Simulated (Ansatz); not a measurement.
TiTe$_{2}$:
```
CELL_PARAMETERS angstrom
      3.69807     0.00000     0.00000
     -1.84903     3.20262     0.00000
      0.00000     0.00000     6.38254
ATOMIC_POSITIONS crystal
  Ti 0.00000 0.00000 0.00000
  Te 0.66667 0.33333 0.27112
  Te 0.33333 0.66667 0.72888
```

Relaxed with PBE+D3(BJ).

Question: Map the electron localisation function on the plane through (0.000, 0.000, 0.000) spanned by u = [0, 0, 1] and v = [1, -1, 0] in lattice vectors, from PBE+D3(BJ) (plane waves, PAW; program Ansatz).

Answer: x is the fraction of u, y of v (the angle between them is 90°; rows are the nearest grid lines); atoms in the plane: Ti at (0.00, 0.00), Te at (0.27, 0.67), Te at (0.73, 0.33).
```
|016841011211000000000112110148610|
|138841012221000000000112210148731|
|898522467765421000001123332114788|
|554335899988753100001123332111245|
|113699877778898621001122333211001|
|246887665567889841000112222211112|
|368876532235789962100011112111123|
|578764200001578984100000000111135|
|578764100001478984100000000111135|
|468876421124789962111122333222234|
|468886654456789842123456665543334|
|457888766677898522357787888775434|
|434577888787753225898776667888754|
|433345566654321248987654456688864|
|432222333221111269987421124678864|
|531111000000001489874100001467875|
|531111000000001489875100002467875|
|321111211110001269987532235678863|
|211112222211000148988765566788642|
|100112333221100126898877778996311|
|542111233321100001357889998533455|
|887411233321100000124567764225898|
|137841012211000000000122210148831|
|016841011211000000000112110148610|
```
Scale: ten equal steps from 0.006 (start of '0') to 0.709 (end of '9'), in the order '0123456789'; x runs from 0.000 to 1.00, y from 0.000 (bottom) to 1.00 (top).

The density is the valence pseudo-density with augmentation charge, so density and ELF within about 1 Å of a nucleus are not all-electron values.

Space group P-3m1 (CdI2 type). The cell was relaxed with PBE+D3(BJ) under the symmetry of its start. The run is not spin-polarised. Scalar-relativistic: spin–orbit coupling is off unless named, which matters more the heavier the elements.

Potentials: the later of the program's two PAW sets.
